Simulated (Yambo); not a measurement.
MgS (rock salt, space group Fm-3m, No. 225), G0W0@LDA (Yambo, plasmon pole, terminator in G, 6×6×6 mesh): gap Γ → X in eV by bands and screening block.

| bands (W and G) | 2 Ry | 4 Ry | 6 Ry | 8 Ry | 10 Ry |
|---|---|---|---|---|---|
| 18 | 4.49 | 4.57 | 4.61 | 4.63 | 4.64 |
| 27 | (withheld) | 4.51 | 4.56 | 4.61 | (withheld) |
| 42 | 4.35 | 4.48 | 4.55 | 4.61 | 4.63 |
| 62 | 4.34 | 4.48 | 4.56 | 4.63 | 4.65 |
| 80 | (withheld) | 4.48 | 4.56 | 4.64 | 4.66 |

Task: Estimate the withheld gaps from their neighbours; the computed values follow.

Result: 
- 27, 2 Ry: 4.40
- 27, 10 Ry: 4.62
- 80, 2 Ry: 4.33

The largest settings aren't shown to be the converged limit.

Geometry relaxed with LDA; primitive cell a = b = c = 3.6284 Å, α = β = γ = 60.00°.
